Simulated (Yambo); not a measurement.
Data:

```
CELL_PARAMETERS angstrom
      1.95130     1.12658     6.46853
     -1.95130     1.12658     6.46853
      0.00000    -2.25317     6.46853
ATOMIC_POSITIONS crystal
  N  0.50000 0.50000 0.50000
  F  0.00000 0.00000 0.00000
  Ba 0.75665 0.75665 0.75665
  Ba 0.24335 0.24335 0.24335
```

Workflow: norm-conserving LDA (Quantum ESPRESSO, 84 Ry, scalar-relativistic), then G0W0 in Yambo (4×4×4 Γ-centred k mesh, 134 bands and a 7 Ry block in the screening, 134 bands in G with the Bruneval-Gonze terminator, plasmon pole fitted at 27.2 eV).

### Question
Give the LDA and G0W0 gaps between the band edges found on this mesh, and say where the edges lie.

### Answer
Edges: F → F. LDA: 0.72 eV; G0W0: 1.61 eV. Nearest settings tried, and what they do to the gap: 75 bands in W, 75 bands in G: +19 meV; 2×2×2 mesh: -155 meV. Not varied: block. So the settings aren't converged at that level. 

Geometry relaxed with LDA.

The structure is a Materials Project entry; no match was found in the copy of COD used, and its stability was not checked.
